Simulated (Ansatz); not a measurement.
All-electron LAPW in Ansatz 0.2.0 under PBE, scalar-relativistic, energies extrapolated to zero smearing. Slabs are 1×1 cells cut from bulk crystals relaxed on PAW files, with atoms then relaxed, 16 to 20 Å of vacuum, a dipole correction, k spacings of 0.16 to 0.26 Å⁻¹ and smearing of 0.02 to 0.1 eV, without spin–orbit coupling; Cr, Mn, Fe, Co, Ni, Eu and Gd start ferromagnetic, the others run without spin. The bulk type named needn't be the stable one, and no reconstruction is allowed.

| slab | area (Å²) | γ (J/m²) | Φ (eV) | Δd12 (%) |
| --- | --- | --- | --- | --- |
| fcc Ni (100), 3 layers | 6.20 | 2.26 | 4.89 | -3.0 |
| fcc Ni (110), 1 layer | 8.75 | 2.51 | ? | – |
| fcc Ni (111), 4 layers | 5.36 | 1.93 | 5.06 | -1.3 |
| fcc Ni (110), 7 layers | 8.75 | 2.32 | 4.56 | -10.6 |
| fcc Ni (111), 3 layers | 5.36 | 1.94 | 5.02 | -1.6 |
| fcc Ni (110), 4 layers | 8.75 | 2.34 | 4.45 | -11.5 |
| fcc Ni (111), 6 layers | 5.36 | 1.94 | 5.05 | ? |

Task: Give the missing entry: row "fcc Ni (110), 1 layer", column "Φ (eV)".

Result: 4.95.

Task: Fill in "Δd12 (%)" for the row "fcc Ni (111), 6 layers".

Result: -1.4.
